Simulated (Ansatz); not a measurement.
Cs₂KInF₆:
```
Cs2KInF6
1.0
    0.00000     4.61856     4.61856
    4.61856     0.00000     4.61856
    4.61856     4.61856     0.00000
K Cs In F
1 2 1 6
Direct
  0.50000   0.50000   0.50000
  0.25000   0.25000   0.25000
  0.75000   0.75000   0.75000
  0.00000   0.00000   0.00000
  0.22571   0.77429   0.77429
  0.77429   0.22571   0.22571
  0.77429   0.22571   0.77429
  0.22571   0.77429   0.22571
  0.77429   0.77429   0.22571
  0.22571   0.22571   0.77429
```

Relaxed with PBEsol.

Task: Give the Bader charges and basin volumes of the independent atoms, PBEsol (plane waves, PAW; program Ansatz).

Result: 

```
atom  Bader charge (e)  Bader volume (Å³)
----  ----------------  -----------------
K1               +0.87               17.7
Cs2              +0.90               35.0
In4              +2.05               11.3
F5               -0.79               16.4
```

Space group Fm-3m. The first step of the workflow began from a Materials Project structure, measured or hypothetical; the Crystallography Open Database copy checked does not list it. Its standing as an ambient phase is unchecked. The cell was relaxed with PBEsol under the symmetry of its start; its stability against distortions is not shown here. Scalar-relativistic: spin–orbit coupling is off unless named, which matters more the heavier the elements.

Potentials: the later of the program's two PAW sets.
